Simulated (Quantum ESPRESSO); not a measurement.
Ge2GaSN3, input and log of a self-consistent run

A calculation, not a measurement. The program is pw.x of Quantum ESPRESSO 7.5 (plane-wave density functional theory). The cell is made up: 7 atoms on a zincblende/diamond lattice with one site empty, with randomly drawn elements, strain and displacements, not relaxed. PseudoDojo standard norm-conserving files (v0.5 for PBE, v0.4.1 for LDA and PBEsol) set the functional; there is no spin polarisation, spin-orbit coupling or dispersion term, and the masses in the input are unused placeholders.

Input:

```
&control calculation='scf', pseudo_dir='./dojo.nc.sr.pbe.v0_5.standard.upf', outdir='./o', disk_io='medium', tprnfor=.true., tstress=.true. /
&system ibrav=0, nat=7, ntyp=4, nbnd=37, ecutwfc=84.00895049, nosym=.true., tot_charge=0,
 occupations='smearing', smearing='fd', degauss=0.0018374661
/
&electrons conv_thr=7.350e-09, electron_maxstep=60, /
ATOMIC_SPECIES
Ga 1.0 Ga.upf
Ge 1.0 Ge.upf
N 1.0 N.upf
S 1.0 S.upf
CELL_PARAMETERS angstrom
4.6749 0.0201 -0.0139
0.0201 4.7279 -0.0092
-0.0139 -0.0092 4.6556
ATOMIC_POSITIONS angstrom
Ge 0.0537 -0.0209 -0.0452
Ge -0.1 2.3573 2.2798
Ga 2.3234 2.3652 0.043
S 1.1009 1.2321 1.2012
N 1.1809 3.573 3.4078
N 3.585 1.1403 3.5191
N 3.5196 3.5433 1.1395
K_POINTS automatic
4 4 4 1 1 1
```

The log is shortened where brackets say so; the opening notice, blank lines, dates and the lines on written files are dropped, and the path of the files is cut. It prints rydbergs, bohrs and kilobars, and counts compression as positive stress. With no partly filled state, the Fermi energy that it prints is only some level between the filled and the empty states on the mesh, and need not lie in the true gap.

```
     Program PWSCF v.7.5
     Parallel version (MPI & OpenMP), running on       1 processor cores
     Number of MPI processes:                 1
     Threads/MPI process:                     1
     [start-up lines left out]
     bravais-lattice index     =            0
     lattice parameter (alat)  =       8.8344  a.u.
     unit-cell volume          =     694.3836 (a.u.)^3
     number of atoms/cell      =            7
     number of atomic types    =            4
     number of electrons       =        62.00
     number of Kohn-Sham states=           37
     kinetic-energy cutoff     =      84.0090  Ry
     charge density cutoff     =     336.0358  Ry
     scf convergence threshold =      7.3E-09
     mixing beta               =       0.7000
     number of iterations used =            8  plain     mixing
     Exchange-correlation= PBE
                           (   1   4   3   4   0   0   0)
     [axes and pseudopotential details left out]
   Cartesian axes
     site n.     atom                  positions (alat units)
         1        Ge     tau(   1) = (   0.0114867  -0.0044706  -0.0096685  )
         2        Ge     tau(   2) = (  -0.0213905   0.5042392   0.4876615  )
         3        Ga     tau(   3) = (   0.4969878   0.5059290   0.0091979  )
         4        S      tau(   4) = (   0.2354885   0.2635528   0.2569432  )
         5        N      tau(   5) = (   0.2526009   0.7642840   0.7289468  )
         6        N      tau(   6) = (   0.7668508   0.2439163   0.7527545  )
         7        N      tau(   7) = (   0.7528614   0.7579310   0.2437452  )
     number of k points=    32  Fermi-Dirac smearing, width (Ry)=  0.0018
                       cart. coord. in units 2pi/alat
        k(    1) = (   0.1248466   0.1233151   0.1261363), wk =   0.0625000
        k(    2) = (   0.1255909   0.1238005   0.3771793), wk =   0.0625000
     [further k points left out]
     Dense  grid:    72239 G-vectors     FFT dimensions: (  54,  54,  54)
     Estimated max dynamical RAM per process >      92.37 MB
     Initial potential from superposition of free atoms
     starting charge      61.9956, renormalised to      62.0000
     Starting wfcs are   43 randomized atomic wfcs
     total cpu time spent up to now is        5.0 secs
     per-process dynamical memory:    58.5 Mb
     Self-consistent Calculation
     iteration #  1     ecut=    84.01 Ry     beta= 0.70
     Davidson diagonalization with overlap
     ethr =  1.00E-02,  avg # of iterations =  3.0
     total cpu time spent up to now is       16.8 secs
     total energy              =    -593.26394784 Ry
     estimated scf accuracy    <       1.83377541 Ry
     iteration #  2     ecut=    84.01 Ry     beta= 0.70
     Davidson diagonalization with overlap
     ethr =  2.96E-03,  avg # of iterations =  4.8
     total cpu time spent up to now is       28.9 secs
     total energy              =    -593.10245585 Ry
     estimated scf accuracy    <       5.79783773 Ry
     iteration #  3     ecut=    84.01 Ry     beta= 0.70
     Davidson diagonalization with overlap
     ethr =  2.96E-03,  avg # of iterations =  3.0
     total cpu time spent up to now is       40.2 secs
     total energy              =    -594.20123647 Ry
     estimated scf accuracy    <       0.09524163 Ry
     iteration #  4     ecut=    84.01 Ry     beta= 0.70
     Davidson diagonalization with overlap
     ethr =  1.54E-04,  avg # of iterations =  5.2
     total cpu time spent up to now is       51.8 secs
     total energy              =    -594.21452133 Ry
     estimated scf accuracy    <       0.02679927 Ry
     iteration #  5     ecut=    84.01 Ry     beta= 0.70
     Davidson diagonalization with overlap
     ethr =  4.32E-05,  avg # of iterations =  2.5
     total cpu time spent up to now is       62.6 secs
     total energy              =    -594.21815233 Ry
     estimated scf accuracy    <       0.00393902 Ry
     [iterations 6 to 7 left out]
     iteration #  8     ecut=    84.01 Ry     beta= 0.70
     Davidson diagonalization with overlap
     ethr =  3.49E-07,  avg # of iterations =  3.4
     total cpu time spent up to now is       95.9 secs
     total energy              =    -594.21935776 Ry
     estimated scf accuracy    <       0.00002269 Ry
     iteration #  9     ecut=    84.01 Ry     beta= 0.70
     Davidson diagonalization with overlap
     ethr =  3.66E-08,  avg # of iterations =  3.5
     total cpu time spent up to now is      107.2 secs
     total energy              =    -594.21936061 Ry
     estimated scf accuracy    <       0.00000978 Ry
     iteration # 10     ecut=    84.01 Ry     beta= 0.70
     Davidson diagonalization with overlap
     ethr =  1.58E-08,  avg # of iterations =  2.0
     total cpu time spent up to now is      116.8 secs
     total energy              =    -594.21936167 Ry
     estimated scf accuracy    <       0.00000064 Ry
     iteration # 11     ecut=    84.01 Ry     beta= 0.70
     Davidson diagonalization with overlap
     ethr =  1.03E-09,  avg # of iterations =  3.8
     total cpu time spent up to now is      128.3 secs
     total energy              =    -594.21936180 Ry
     estimated scf accuracy    <       0.00000014 Ry
     iteration # 12     ecut=    84.01 Ry     beta= 0.70
     Davidson diagonalization with overlap
     ethr =  2.23E-10,  avg # of iterations =  2.1
     total cpu time spent up to now is      137.6 secs
     End of self-consistent calculation
          k = 0.1248 0.1233 0.1261 (  9021 PWs)   bands (ev):
   -16.8536 -16.7275 -16.6694 -16.6363 -16.6143 -16.5991 -16.5287 -16.4974
   -16.4820 -16.4771  -8.3502  -6.6939  -6.3761  -6.2762  -6.1059  -6.0419
    -5.0689  -4.4805  -4.3255  -0.9629   0.4841   3.0190   3.6963   4.1448
     4.7587   5.1649   5.8010   6.4325   7.4612   7.8833   8.3114   9.9055
    10.5304  10.9031  12.1944  12.4021  12.5958
     [levels at the other k points left out]
     the Fermi energy is     8.9962 ev
!    total energy              =    -594.21936182 Ry
     estimated scf accuracy    <          6.2E-09 Ry
     smearing contrib. (-TS)   =      -0.00000000 Ry
     internal energy E=F+TS    =    -594.21936182 Ry
     The total energy is F=E-TS. E is the sum of the following terms:
     one-electron contribution =    -270.74806619 Ry
     hartree contribution      =     179.01391690 Ry
     xc contribution           =    -153.74043953 Ry
     ewald contribution        =    -348.74477299 Ry
     convergence has been achieved in  12 iterations
     Forces acting on atoms (cartesian axes, Ry/au):
     atom    1 type  2   force =    -0.14659299   -0.15996432   -0.15519289
     atom    2 type  2   force =    -0.17517906    0.19349636    0.21960658
     atom    3 type  1   force =     0.14726589    0.13811462   -0.16779647
     atom    4 type  4   force =     0.16689532   -0.17375052    0.08167189
     atom    5 type  3   force =    -0.03387861   -0.03132291    0.03529061
     atom    6 type  3   force =     0.00710732    0.03942631    0.00392716
     atom    7 type  3   force =     0.03438213   -0.00599954   -0.01750687
     Total force =     0.572425     Total SCF correction =     0.000193
     Computing stress (Cartesian axis) and pressure
          total   stress  (Ry/bohr**3)                   (kbar)     P=       28.84
   0.00046257   0.00017883  -0.00049289           68.05       26.31      -72.51
   0.00017883   0.00003891   0.00071625           26.31        5.72      105.36
  -0.00049289   0.00071625   0.00008658          -72.51      105.36       12.74
     init_run     :      4.64s CPU      4.90s WALL (       1 calls)
     electrons    :    126.80s CPU    132.67s WALL (       1 calls)
     forces       :      1.45s CPU      1.48s WALL (       1 calls)
     stress       :      5.52s CPU      5.57s WALL (       1 calls)
     [timing details left out]
     PWSCF        :   2m18.52s CPU   2m24.79s WALL
     JOB DONE.
```

In other units: free energy -8084.766 eV for the cell, pressure 2.88 GPa, largest force component 5.646 eV/Å. A rerun of this cell at 1437 eV and a 6 x 6 x 6 mesh moved values by no more than 0.004 eV in energy, 0.02 GPa in stress and 0.004 eV/Å in force.